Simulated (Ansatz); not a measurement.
YB₂:
```cif
data_B2Y
_chemical_formula_sum 'Y1 B2'
_space_group_name_H-M_alt 'P6/mmm'
_space_group_IT_number 191
_space_group_name_Hall '-P 6 2'
_cell_length_a 3.27438
_cell_length_b 3.27438
_cell_length_c 3.82108
_cell_angle_alpha 90.000
_cell_angle_beta 90.000
_cell_angle_gamma 120.000
loop_
_atom_site_label
_atom_site_type_symbol
_atom_site_symmetry_multiplicity
_atom_site_Wyckoff_symbol
_atom_site_fract_x
_atom_site_fract_y
_atom_site_fract_z
_atom_site_occupancy
Y1 Y 1 a 0.00000 0.00000 0.00000 1
B1 B 2 d 0.33333 0.66667 0.50000 1
```

Relaxed with PBEsol.

**Question.** Tabulate the valence density and the electron localisation function along the shortest Y–Y contact (3.27 Å), PBEsol (plane waves, PAW; program Ansatz).

**Answer.** 

```csv
distance from Y (Å),density (e/Å³),ELF
0.33,3.73,0.70
0.49,3.33,0.83
0.65,2.29,0.85
0.82,1.26,0.77
0.98,0.60,0.49
1.15,0.29,0.18
1.31,0.17,0.09
1.47,0.13,0.09
1.64,0.12,0.10
1.80,0.13,0.09
1.96,0.17,0.09
2.13,0.29,0.18
2.29,0.60,0.49
2.46,1.26,0.77
2.62,2.29,0.85
2.78,3.33,0.83
2.95,3.73,0.70
```

The density is the valence pseudo-density with augmentation charge, so density and ELF within about 1 Å of a nucleus are not all-electron values.

The workflow started from an entry of the Crystallography Open Database (COD). Whether it is the stable phase at ambient conditions was not checked. The PBEsol relaxation kept the symmetry of its start; its stability against distortions is not shown here. The run is not spin-polarised.

Potentials: the later of the program's two PAW sets.
